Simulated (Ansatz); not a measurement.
Relaxed-ion elastic tensor of SiNi2 in space group P6_3/mmc (No. 194; Si on 2d, Ni on 2c, Ni on 2a) in GPa (Voigt order), the program Ansatz at the PBEsol level (PAW); density 7.58 g/cm³, 10.62 Å³ per atom.

```json
[
 {"": "1", "1": "355", "2": "245", "3": "122", "4": "0.0", "5": "0.0", "6": "0.0"},
 {"": "2", "1": "245", "2": "355", "3": "122", "4": "0.0", "5": "0.0", "6": "0.0"},
 {"": "3", "1": "122", "2": "122", "3": "372", "4": "0.0", "5": "0.0", "6": "0.0"},
 {"": "4", "1": "0.0", "2": "0.0", "3": "0.0", "4": "56.4", "5": "0.0", "6": "0.0"},
 {"": "5", "1": "0.0", "2": "0.0", "3": "0.0", "4": "0.0", "5": "56.4", "6": "0.0"},
 {"": "6", "1": "0.0", "2": "0.0", "3": "0.0", "4": "0.0", "5": "0.0", "6": "54.9"}
]
```

### Question
Is the crystal mechanically stable?

### Answer
Yes: the smallest eigenvalue of C is 54.9 GPa.

### Question
Work out the Voigt, Reuss and Hill averages.

### Answer
K_V = 229, K_R = 226, K_H = 227; G_V = 73.0, G_R = 63.3, G_H = 68.1 GPa.

### Question
Give Young's modulus, Poisson's ratio, Pugh's ratio and the universal anisotropy index.

### Answer
E = 9KG/(3K + G) = 186 GPa; ν = 0.36; K/G = 3.34 (ductile by the Pugh limit of 1.75); A_U = 5G_V/G_R + K_V/K_R − 6 = 0.78.

### Question
Estimate the sound speeds and the Debye temperature.

### Answer
v_l = √((K + 4G/3)/ρ) = 6480 m/s, v_t = √(G/ρ) = 3000 m/s, mean 3380 m/s; Θ = (h/k)(3n/4πV)^(1/3) v_m = 457 K.

### Question
Solve the Christoffel equation for the three sound speeds along x, y, z.

### Answer
Eigenvalues of C_ijkl n_j n_l equal ρv². In km/s, slowest first: x 2.69, 2.73, 6.84; y 2.69, 2.73, 6.84; z 2.73, 2.73, 7.00.

### Question
How much does each axis shrink under pressure?

### Answer
Linear compressibilities β_i = Σ_j S_ij (j = 1 to 3): x 1.3, y 1.3, z 1.8 per TPa.

The first step of the workflow began from a Materials Project structure, measured or hypothetical; the Crystallography Open Database files this formula in space group No. 194, but the cells were not matched. Its standing as an ambient phase is unchecked. The PBEsol relaxation kept the symmetry of its start; of distortions, only those at the zone centre were tested. No spin polarisation was allowed. As this level gives no gap, shear constants depend on the k-mesh and smearing (Fermi–Dirac, 0.1 eV here).

Potentials: the later of the program's two PAW sets.
